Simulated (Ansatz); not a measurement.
**Ag: electron density at the nuclei under pressure**

```xyz
1
Lattice="0.0000 2.0431 2.0431 2.0431 0.0000 2.0431 2.0431 2.0431 0.0000" Properties=species:S:1:pos:R:3 pbc="T T T"
Ag    0.0000    0.0000    0.0000
```

The cell comes from COD entry 9008459, which wasn't checked; take it as a given geometry.

Computed with Ansatz 0.2.0, DFT, PBEsol, all-electron PAW with datasets made for the crystal, scalar-relativistic.

The runs use a Γ-centred 15×15×15 k mesh, Fermi–Dirac smearing of 0.03 eV, cutoff 260 eV (chosen by the program for this cell), no spin polarisation.

The contact density is the mean electron density over the nuclear volume; its changes follow the s electrons' response to bonding and compression. Changes below are taken from the unscaled cell, where it is 946994 e/Å³ at Ag.

```csv
V/V(cell),P (GPa),Δρ(0) Ag (e/Å³)
0.9400,4.9,?
0.9600,2.0,2.81
0.9800,-0.6,?
0.9900,-1.7,?
1.0000,-2.8,0.00
1.0100,-3.8,-0.83
1.0200,-4.7,-1.63
1.0400,-6.4,-3.13
1.0600,-7.8,-4.55
```

Task: Give the missing entry: row "0.9400", column "Δρ(0) Ag (e/Å³)".

Result: 4.44.

Task: What belongs in the row "0.9800", column "Δρ(0) Ag (e/Å³)"?

Result: 1.19.

Task: Give the missing entry: row "0.9900", column "Δρ(0) Ag (e/Å³)".

Result: 0.40.

The datasets are made afresh for each cell, so very small changes are uncertain.
